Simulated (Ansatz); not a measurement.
ZrGe in space group P-6m2 (No. 187; Zr on 1a, Ge on 1f) at seven volumes, DFT-r²SCAN in the program Ansatz with PAW potentials, shape and atoms relaxed at each. One row is withheld.

```
V (Å³/atom)  P (GPa)
-----------  -------
20.227         11.17
20.894          6.84
21.561             ?
22.228          0.00
22.894         -2.78
23.561         -5.12
24.228         -7.13
```

Fit the shown pressures and predict the withheld one.

P = (3/2)B₀(x^(7/2) − x^(5/2))[1 + (3/4)(B′ − 4)(x − 1)] with x = (V₀/V)^(2/3). Least squares on the six rows gives V₀ = 22.222 Å³/atom, B₀ = 98.2 GPa, B′ = 4.02. At V = 21.561, x = 1.0203 and P = 3.15 GPa. The run itself gave 3.13 GPa.

A made-up cell: these elements were put on the sites of a structure type; neither database checked (COD, Materials Project) lists it. Whether it is the stable phase at ambient conditions was not checked. The cell keeps a stress of up to 0.2 GPa. The r²SCAN relaxation kept the symmetry of its start; whether a distortion lowers the energy is not shown. The run is not spin-polarised.

Potentials: the later of the program's two PAW sets.
